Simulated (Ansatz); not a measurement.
Cu Kα1 powder pattern (kinematic, no thermal factors).
```tsv
2θ (°)	relative intensity
21.19	1
24.50	100
28.27	1
28.40	3
35.66	2
40.51	48
40.60	25
41.12	1
47.83	14
47.99	32
58.48	3
58.76	8
64.49	11
64.62	6
73.62	7
73.80	16
78.81	2
79.05	3
79.17	7
87.63	4
87.87	3
```

The pattern is computed from a structure relaxed with DFT PBE, scalar-relativistic, plane waves, PAW (Ansatz). No spin polarisation. Its elements are Cd, Te, Zn.

Question: Give the structure.

Answer: Zn₃CdTe₄.
Space group P-4m2 (No. 115). a = 4.441 Å, b = 4.441 Å, c = 12.615 Å, α = 90.00°, β = 90.00°, γ = 90.00°
```json
{"atom": "Zn", "site": "2e", "symmetry": "2mm.", "x": "0.0000", "y": "0.0000", "z": "0.7596"}
{"atom": "Zn", "site": "1b", "symmetry": "-4m2", "x": "0.5000", "y": "0.5000", "z": "0.0000"}
{"atom": "Cd", "site": "1c", "symmetry": "-4m2", "x": "0.5000", "y": "0.5000", "z": "0.5000"}
{"atom": "Te", "site": "2g", "symmetry": "2mm.", "x": "0.5000", "y": "0.0000", "z": "0.8798"}
{"atom": "Te", "site": "2g", "symmetry": "2mm.", "x": "0.5000", "y": "0.0000", "z": "0.3599"}
```

A pattern alone doesn't exclude other cells with like lines; this is the one computed.

It was reached by relaxing an invented guess, and it needn't be the stable form of this composition.
